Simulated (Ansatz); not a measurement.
The relaxed structure here is a generated cell of TePb: the first start was made by placing the elements on the sites of a structure type, and the end was not matched to a known phase here, so it may be hypothetical. Known forms of TePb include space group No. 225.

One stationary structure of TePb. Space group P6₃mc (No. 186). The numbers are results of r2SCAN (plane waves to 500 eV, PAW, scalar-relativistic; Ansatz, an electronic-structure program), not measurements.

Space group P6₃mc (No. 186); a = b = 5.5104 Å, c = 18.9296 Å, α = β = 90.00°, γ = 120.00°

| atom | site | symmetry | x | y | z |
|---|---|---|---|---|---|
| Pb | 2a | 3m. | 0.0000 | 0.0000 | 0.0187 |
| Pb | 2b | 3m. | 0.3333 | 0.6667 | 0.3460 |
| Pb | 2b | 3m. | 0.6667 | 0.3333 | 0.1888 |
| Te | 2a | 3m. | 0.0000 | 0.0000 | 0.3569 |
| Te | 2b | 3m. | 0.3333 | 0.6667 | 0.1841 |
| Te | 2b | 3m. | 0.6667 | 0.3333 | 0.0291 |

Task: Give the band gap at the level r2SCAN.

Result: 1.49 eV, indirect (valence top at K, conduction bottom at k = (0, 0.1667, 0)) (no spin-orbit coupling).

Task: Give the smallest direct gap at the level r2SCAN.

Result: 1.89 eV at k = (0.1667, 0.3333, 0).

No spin polarisation in the result. Without spin-orbit coupling the bands of the heavy element are not split, so the gap can be far off.

The run could not lose the symmetry of its start, so the end can be a saddle point.
